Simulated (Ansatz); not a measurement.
Here is the system:

ZnSO4:
```cif
data_O16S4Zn4
_chemical_formula_sum 'Zn4 S4 O16'
_space_group_name_H-M_alt 'F-43m'
_space_group_IT_number 216
_space_group_name_Hall 'F -4 2 3'
_cell_length_a 7.79226
_cell_length_b 7.79226
_cell_length_c 7.79226
_cell_angle_alpha 90.000
_cell_angle_beta 90.000
_cell_angle_gamma 90.000
loop_
_atom_site_label
_atom_site_type_symbol
_atom_site_symmetry_multiplicity
_atom_site_Wyckoff_symbol
_atom_site_fract_x
_atom_site_fract_y
_atom_site_fract_z
_atom_site_occupancy
Zn1 Zn 4 c 0.25000 0.25000 0.25000 1
S1 S 4 a 0.00000 0.00000 0.00000 1
O1 O 16 e 0.10906 0.10906 0.10906 1
```
(The calculation used a cell of 6 atoms; values per cell refer to that cell.)

This is the PBEsol-relaxed structure.

### Question
All from the program Ansatz at the PBEsol level (PAW), unless another level is named. Estimate the Bader charges.

### Answer
Zn +1.47, S +4.00, O -1.37 e.

### Question
And the Born charges (a third of the trace)?

### Answer
Zn +2.37, S +3.88, O -1.56 e.

### Question
And the electronic dielectric constant ε∞ (DFPT)?

### Answer
2.09.

The first step of the workflow began from a Materials Project structure, measured or hypothetical; the Crystallography Open Database files this formula in space group No. 216, but the cells were not matched. Its standing as an ambient phase is unchecked. The cell was relaxed with PBEsol under the symmetry of its start; whether a distortion lowers the energy is not shown.

Potentials: the later of the program's two PAW sets.
